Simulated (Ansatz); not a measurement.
LaGe2Ru2:
```yaml
crystal:
  lattice:
    - [-2.15435, 2.15435, 5.07017]
    - [2.15435, -2.15435, 5.07017]
    - [2.15435, 2.15435, -5.07017]
  atoms:
    - { symbol: La, position: [0.00000, 0.00000, 0.00000] }
    - { symbol: Ge, position: [0.63745, 0.63745, 0.00000] }
    - { symbol: Ge, position: [0.36255, 0.36255, 0.00000] }
    - { symbol: Ru, position: [0.25000, 0.75000, 0.50000] }
    - { symbol: Ru, position: [0.75000, 0.25000, 0.50000] }
```

This is the r²SCAN-relaxed structure.

### Question
All from r²SCAN (plane waves, PAW; program Ansatz), unless another level is named. Predict the electronic character.

### Answer
metallic (no gap).

### Question
And the formation energy from the elements (no fitted shifts)?

### Answer
-0.74 eV/atom.

### Question
Next, the density of states at the Fermi level?

### Answer
0.37 states/eV per atom (mean over ±0.08 eV).

Space group I4/mmm. The workflow started from a Materials Project entry (that database holds measured and hypothetical structures alike); the Crystallography Open Database copy checked does not list it. Whether it is the stable phase at ambient conditions was not checked. The cell was relaxed with r²SCAN under the symmetry of its start; whether a distortion lowers the energy is not shown. No spin polarisation was allowed. The references are the lowest solids computed at this level, not always the standard phases. Spin–orbit coupling is left out wherever it is not named.

Potentials: the earlier of the program's two PAW sets.
